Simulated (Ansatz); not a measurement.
According to r²SCAN in the plane-wave PAW code Ansatz, LaZrNO$_{2}$ in the orthorhombic phase (I2_12_12_1; Pearson symbol oI20) relaxes to a = 5.883 Å, b = 5.891 Å, c = 8.179 Å. Zr has 6 nearest neighbours from 2.08 Å (octahedral). Its formation energy from the elements is -3.03 eV/atom, with no fitted shifts.

The Kohn–Sham gap is 2.66 eV (indirect). Gap from r²SCAN with spin–orbit coupling: 2.66 eV. The electron mass is 0.40, 0.65, 2.3 mₑ (principal values). The hole mass is 0.76, 1.2, 4.5 mₑ (principal values).

An equation-of-state fit gives a bulk modulus of 174 GPa. Bader charges are La +2.04, Zr +2.51, N -1.75, O -1.41 to -1.40 e.

The start of the workflow was typed in or built on a structure type; neither database checked (COD, Materials Project) lists it. Its standing as an ambient phase is unchecked. Symmetry was held in the r²SCAN relaxation; whether a distortion lowers the energy is not shown. The run is not spin-polarised. The references are the lowest solids computed at this level, not always the standard phases (solids in place of the gases). Spin–orbit coupling is left out wherever it is not named.

Potentials: the earlier of the program's two PAW sets.
